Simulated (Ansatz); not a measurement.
### Question
Each is relaxed and computed with plane-wave PAW r²SCAN (Ansatz code). Which is the only metal?
(A) Lu2CCl2, R-3m (Lu on 6c, C on 3b, Cl on 6c)
(B) BaTe, rock salt
(C) PbS, rock salt
(D) WC, rock salt

### Answer
D, WC, rock salt. WC: metal; Lu2CCl2: gap 1.22 eV (indirect); PbS: gap 0.69 eV; BaTe: gap 2.00 eV (indirect). Not the usual ambient phase: WC, rock salt. Standing as an ambient phase not checked: Lu2CCl2, R-3m (Lu on 6c, C on 3b, Cl on 6c). Weakly bound layers, chains or molecules computed without a dispersion correction, so cells and soft constants are ill determined: Lu2CCl2, R-3m (Lu on 6c, C on 3b, Cl on 6c). All cells were relaxed under the symmetry of their starts (and spin orders); stability against distortions was not tested throughout. Rows with no word on spin ran without spin polarisation. Scalar-relativistic: spin–orbit coupling is off unless named, which matters more the heavier the elements.

Potentials: the later of the program's two PAW sets.
